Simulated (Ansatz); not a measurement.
HfC:
```
HfC
1.0
    0.00000     2.30336     2.30336
    2.30336     0.00000     2.30336
    2.30336     2.30336     0.00000
C Hf
1 1
Direct
  0.00000   0.00000   0.00000
  0.50000   0.50000   0.50000
```

Relaxed with PBEsol. Special points in fractions of this cell's reciprocal vectors: Γ (0.000, 0.000, 0.000); X (0.500, 0.000, 0.500); U (0.625, 0.250, 0.625); K (0.375, 0.375, 0.750); L (0.500, 0.500, 0.500); W (0.500, 0.250, 0.750).

Problem. List the band energies nearest the Fermi level at these points for plane-wave PAW PBEsol with spin–orbit coupling (Ansatz code).

Solution. In eV from the Fermi level; about four levels below and three above (degenerate sets whole), none deeper than 8.9 eV; points with the same levels are listed once.

```tsv
k	below	above
Γ	–	0.83 0.83 1.02 1.02 1.02 1.02
X	-2.08 -2.08 -0.31 -0.31	0.05 0.05 5.29 5.29
U	-2.89 -2.89 -1.77 -1.77	1.45 1.45 5.73 5.73
L	-3.30 -3.30 -3.21 -3.21	5.25 5.25 5.26 5.26
W	-3.19 -3.19 -2.62 -2.62	3.57 3.57 3.62 3.62
```

Space group Fm-3m (rock salt). Symmetry was held in the PBEsol relaxation; of distortions, only those at the zone centre were tested. No spin polarisation was allowed.

Potentials: the later of the program's two PAW sets.
